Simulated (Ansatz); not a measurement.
## Fields on a plane of PbS (rock salt)

```
PbS
1.0
    0.00000     3.00452     3.00452
    3.00452     0.00000     3.00452
    3.00452     3.00452     0.00000
S Pb
1 1
Direct
  0.00000   0.00000   0.00000
  0.50000   0.50000   0.50000
```

The slice is a {100} plane (indices of the conventional cell) through the point (0.000, 0.000, 0.000) (fractional), spanned by u = [100] and v = [0 1 -1] in vectors of this cell: u (4.25 Å) and v (4.25 Å, at 90° to u). It covers one period; positions are fractions (u, v).

Atoms on it: S at (0.00, 0.00); Pb at (0.50, 0.50).

Computed with PBE (plane waves to 420 eV, PAW, scalar-relativistic; Ansatz, a first-principles code). k mesh 10×10×10. Inside the PAW spheres the values are not all-electron values, and peaks at nuclei hang on which shells count as valence. PbS was relaxed with its symmetry unable to fall. Spin-orbit coupling is left out, though Pb is heavy. The PAW data are Ansatz's earlier set.

```
|3366999966331100000000000000113366999966|
|9999998855221100000000000000112255889999|
|9999885533221100000000000000112233558899|
|6666553322110000000000000000001122335566|
|3333222211110000111111111100001111222233|
|2211111100001111112222221111110000111111|
|1100000000001122223333332222110000000000|
|0000000000111122333333333322111100000000|
|0000000000112233332222223333221100000000|
|0000000000112233332211223333221100000000|
|0000000000112233332222223333221100000000|
|0000000000111122333333333322111100000000|
|1100000000001122223333332222110000000000|
|2211111100001111112222221111110000111111|
|3333222211110000111111111100001111222233|
|6666553322110000000000000000001122335566|
|9999885533221100000000000000112233558899|
|9999998855221100000000000000112255889999|
|3366999966331100000000000000113366999966|
|0033999966332211000000000011223366999933|
```
Scale: ten equal steps from 0.002 (start of '0') to 0.250 (end of '9'), in the order '0123456789'. Values: density of the highest valence band (whole band, smooth part) in e/Å³. The map has 20 points along u (two characters each, u = 0 at the left) and 20 along v (v = 0 in the bottom row). 

```
|xxxxxx999999773311000000113377999999xxxx|
|xxxx8899998855221100000011225588999988xx|
|9999999999773311111111111111337799999999|
|9999999977442211222233222211224477999999|
|9999887744222222334444443322222244778899|
|7777553322222244555555555544222222335577|
|4433221111224455443333334455442211112233|
|111111112233554422xxxxxx2244553322111111|
|0000001122445533xxxxxxxxxx33554422110000|
|0000001133445533xxxxxxxxxx33554433110000|
|0000001122445533xxxxxxxxxx33554422110000|
|111111112233554422xxxxxx2244553322111111|
|4433221111224455443333334455442211112233|
|7777553322222244555555555544222222335577|
|9999887744222222334444443322222244778899|
|9999999977442211222233222211224477999999|
|9999999999773311111111111111337799999999|
|xxxx8899998855221100000011225588999988xx|
|xxxxxx999999773311000000113377999999xxxx|
|xxxxxx999999774411000000114477999999xxxx|
```
Scale: ten equal steps from 0.05 (start of '0') to 0.86 (end of '9'), in the order '0123456789'. Values: electron localisation function (ELF). The map has 20 points along u (two characters each, u = 0 at the left) and 20 along v (v = 0 in the bottom row). Points within 0.5 Å of a nucleus are blanked (x), as the pseudised field means little there.

The density on the S–Pb line (3.00 Å) at its midpoint is 0.21 e/Å³ and the ELF at that point comes out as 0.25. Element round which the density of the highest valence band (whole band, smooth part) is largest on this plane: S.
